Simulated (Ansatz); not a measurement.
HfScTaN$_{3}$:
```
HfScTaN3
1.0
    3.16183     0.00000     0.00000
   -1.58091     2.73822     0.00000
    0.00000     0.00000     7.70632
Hf Sc Ta N
1 1 1 3
Direct
  0.00000   0.00000   0.99524
  0.33333   0.66667   0.33857
  0.66667   0.33333   0.66779
  0.66667   0.33333   0.16346
  0.00000   0.00000   0.50507
  0.33333   0.66667   0.82987
```

Relaxed with r²SCAN.

Problem. Give the Bader charges and basin volumes of the independent atoms, r²SCAN in the plane-wave PAW code Ansatz.

Solution. 

```
atom  Bader charge (e)  Bader volume (Å³)
----  ----------------  -----------------
Hf1              +2.10               10.7
Sc2              +1.78                8.7
Ta3              +1.95               11.4
N4               -1.95               12.9
N5               -1.91               12.1
N6               -1.98               11.0
```

Space group P3m1. The start of the workflow was typed in or built on a structure type; neither database checked (COD, Materials Project) lists it. Its standing as an ambient phase is unchecked. The r²SCAN relaxation kept the symmetry of its start; its stability against distortions is not shown here. The run is not spin-polarised. Scalar-relativistic: spin–orbit coupling is off unless named, which matters more the heavier the elements.

Potentials: the later of the program's two PAW sets.
